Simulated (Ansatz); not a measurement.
Relaxed MoSi2 (MoSi2 type, space group I4/mmm):

```xyz
3
Lattice="-1.6009 1.6009 3.9093 1.6009 -1.6009 3.9093 1.6009 1.6009 -3.9093" Properties=species:S:1:pos:R:3 pbc="T T T"
Mo     0.0000     0.0000     0.0000
Si     0.0000     0.0000     2.6216
Si     0.0000     0.0000     5.1970
```

Scan: atom 2 (Si, nearest neighbour Si at 2.575 Å; its periodic images, 3.2 Å or more away, move with it) is displaced along Cartesian [111], direction (0.577, 0.577, 0.577) in Cartesian axes, by s. The other atoms stay.

Method: r2SCAN (plane waves to 500 eV, PAW, scalar-relativistic; Ansatz, a program for electronic structure). k mesh 12×12×12 (Γ-centred), Fermi-Dirac smearing 0.05 eV. Energies are smeared free energies. Left out: 1 of 11 points, with atoms too close for the PAW data. With partly filled bands, energies and forces of such displacements shift with the k mesh and the smearing. MoSi2 is run without spin polarisation. MoSi2 was relaxed with its symmetry unable to fall. The zero of ΔE is the undisplaced structure. The last digit holds for this mesh only.

```csv
s (Å),ΔE (meV/cell)
-0.770,3808.2
-0.616,2118.9
-0.462,1087.7
-0.308,461.3
-0.154,114.4
0.000,0.0
0.154,124.4
0.308,549.1
0.462,withheld
0.616,2863.0
```

Question: Fit a polynomial form (powers 2, 3, 4) to the given rows and predict ΔE at s = 0.462.

Answer: Least squares on the 9 given rows: ΔE = (4766)·s² + (1560)·s³ + (4803)·s⁴, in meV/cell with s in Å; root-mean-square residual 7.97 meV/cell. At 0.462 the fit gives 1389.9 meV/cell; the calculation gives 1393.6 meV/cell, so the interpolation is off by -3.7 (-0.3 %). The quadratic term alone would give 1017.3 meV/cell.

(For displaced atoms, the force is minus the slope of the energy, and its curvature is a force constant, which sets phonon frequencies.)
